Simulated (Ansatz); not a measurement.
MoIr:
```yaml
crystal:
  lattice:
    - [2.76370, 0.00000, 0.00000]
    - [0.00000, 2.76370, 0.00000]
    - [0.00000, 0.00000, 3.92058]
  atoms:
    - { symbol: Ir, position: [0.00000, 0.00000, 0.00000] }
    - { symbol: Mo, position: [0.50000, 0.50000, 0.50000] }
```

Relaxed with PBE. Special points in fractions of this cell's reciprocal vectors: Γ (0.000, 0.000, 0.000); X (0.000, 0.500, 0.000); M (0.500, 0.500, 0.000); Z (0.000, 0.000, 0.500); R (0.000, 0.500, 0.500); A (0.500, 0.500, 0.500).

Problem. List the band energies nearest the Fermi level at these points for DFT-PBE in the program Ansatz with PAW potentials.

Solution. In eV from the Fermi level; about four levels below and three above (degenerate sets whole), none deeper than 8.9 eV; points with the same levels are listed once.

```tsv
k	below	above
Γ	-2.53 -2.53 -2.11 -0.18	0.39 2.90 3.10
X	-2.88 -2.46 -1.91 -0.99	0.13 1.41 3.18
M	-6.53 -6.46 -5.91 -5.91	1.70 1.76 2.91 2.91
Z	-2.47 -1.36 -1.36 -0.54	0.09 0.74 0.74
R	-3.21 -2.80 -2.49 -1.73	0.17 0.82 1.67
A	-3.89 -3.89 -2.84 -2.84 -1.51	0.99 1.71 4.52
```

Space group P4/mmm (L1₀ or tetragonal B2). The start of the workflow was typed in or built on a structure type; neither database checked (COD, Materials Project) lists it. COD files the formula under space group No. 51, so this cell is another polymorph or a model. Whether it is the stable phase at ambient conditions was not checked. The cell was relaxed with PBE under the symmetry of its start; whether a distortion lowers the energy is not shown. The run is not spin-polarised. Spin–orbit coupling is left out wherever it is not named.

Potentials: the earlier of the program's two PAW sets.
